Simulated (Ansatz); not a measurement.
Wurtzite alloy of GaAs and GaP (27 of 48 As sites exchanged), 96 atoms

Ansatz, PAW, plane waves. PBEsol relaxation of cell lengths and atoms (angles held) at the single k point (¼, ¼, ¼) without its symmetry partners; single points on the relaxed atoms at the Γ point alone, onto which points of the small cell's zone fold. Arrangement: quasirandom. No spin–orbit coupling unless named.

Relaxed structure:

```
CELL_PARAMETERS angstrom
11.68632 0.00000 0.00000
0.00000 13.51379 0.00000
0.00000 0.00000 12.86276
ATOMIC_POSITIONS crystal
Ga 0.99476 0.16720 0.00212
Ga 0.00032 0.16112 0.49734
Ga 0.33514 0.16695 0.99898
Ga 0.32886 0.16514 0.49510
Ga 0.16103 0.41457 0.00340
Ga 0.16515 0.42151 0.50315
Ga 0.99900 0.66764 0.00069
Ga 0.00373 0.66992 0.49898
Ga 0.67057 0.16878 0.00161
Ga 0.67125 0.16413 0.50476
Ga 0.50607 0.41921 0.00153
Ga 0.50138 0.42192 0.49868
Ga 0.33689 0.66232 0.00537
Ga 0.33430 0.66618 0.49377
Ga 0.16663 0.91515 0.00674
Ga 0.16855 0.91587 0.49362
Ga 0.83356 0.41268 0.00054
Ga 0.83395 0.41554 0.50587
Ga 0.66473 0.66992 0.00183
Ga 0.66219 0.66871 0.49719
Ga 0.50535 0.91403 0.00447
Ga 0.49981 0.91092 0.50140
Ga 0.82841 0.91996 0.99895
Ga 0.83225 0.91639 0.50030
Ga 0.16170 0.08201 0.24962
Ga 0.16466 0.08163 0.75057
Ga 0.99937 0.33405 0.24628
Ga 0.99945 0.33707 0.75298
Ga 0.50573 0.07985 0.24744
Ga 0.50365 0.08214 0.74556
Ga 0.33361 0.33770 0.24550
Ga 0.32798 0.33689 0.74783
Ga 0.16989 0.58077 0.25233
Ga 0.16254 0.58403 0.74663
Ga 0.00173 0.83516 0.25466
Ga 0.99487 0.83032 0.74529
Ga 0.83169 0.08894 0.25285
Ga 0.83055 0.08054 0.75277
Ga 0.66586 0.33322 0.24574
Ga 0.67093 0.32956 0.75376
Ga 0.50051 0.58377 0.24848
Ga 0.50036 0.58336 0.75762
Ga 0.33413 0.83306 0.25003
Ga 0.33753 0.83488 0.74968
Ga 0.82812 0.57947 0.24674
Ga 0.83538 0.58135 0.74590
Ga 0.66343 0.83051 0.25345
Ga 0.66632 0.83757 0.75197
P 0.99798 0.16765 0.18734
P 0.16574 0.41703 0.18706
P 0.16312 0.41907 0.68739
P 0.99854 0.66560 0.68376
P 0.66737 0.16784 0.18620
P 0.66952 0.16534 0.68889
P 0.50141 0.41863 0.18595
P 0.33390 0.66609 0.18975
P 0.16702 0.91574 0.19088
P 0.83238 0.41458 0.18469
P 0.83343 0.41538 0.68998
P 0.66541 0.66673 0.18690
P 0.50123 0.91396 0.18845
P 0.50168 0.91683 0.68626
P 0.83157 0.91695 0.68628
P 0.16499 0.08082 0.43384
P 0.99810 0.33139 0.93837
P 0.16681 0.58468 0.43714
P 0.99954 0.83505 0.43872
P 0.83304 0.08157 0.43765
P 0.83147 0.08427 0.93757
P 0.66796 0.33257 0.93856
P 0.49968 0.58488 0.43312
P 0.50209 0.58400 0.94145
P 0.33399 0.83168 0.43481
P 0.66634 0.83304 0.43778
P 0.66689 0.83380 0.93716
As 0.99770 0.16769 0.68715
As 0.33434 0.16578 0.18791
As 0.33228 0.16698 0.68499
As 0.00000 0.66598 0.18957
As 0.50261 0.41647 0.68849
As 0.33463 0.66614 0.68453
As 0.16625 0.91448 0.68343
As 0.66590 0.66851 0.68714
As 0.83164 0.91882 0.18898
As 0.16462 0.08273 0.93968
As 0.00037 0.33187 0.43632
As 0.50152 0.08035 0.43745
As 0.50345 0.08174 0.93610
As 0.33213 0.33651 0.43559
As 0.33373 0.33622 0.93756
As 0.16617 0.58235 0.93660
As 0.99734 0.83521 0.93549
As 0.66709 0.33226 0.43632
As 0.33529 0.83126 0.93997
As 0.83296 0.58333 0.43707
As 0.83154 0.58183 0.93619
```

Question: What are the mean bond lengths by pair (pairs within 1.2 times the sum of covalent radii, less contacts 15 % beyond the pair's median; cation–cation pairs of compounds aside; long ionic contacts are cut short by that bound)?

Answer: As–Ga 2.434 ± 0.009 Å (standard deviation, 84 bonds); Ga–P 2.366 ± 0.009 Å (standard deviation, 108 bonds).

Question: What gap lies between the top filled and the lowest empty level in the single points?

Answer: HSE06 1.85 eV (93 s on NVIDIA GB300).
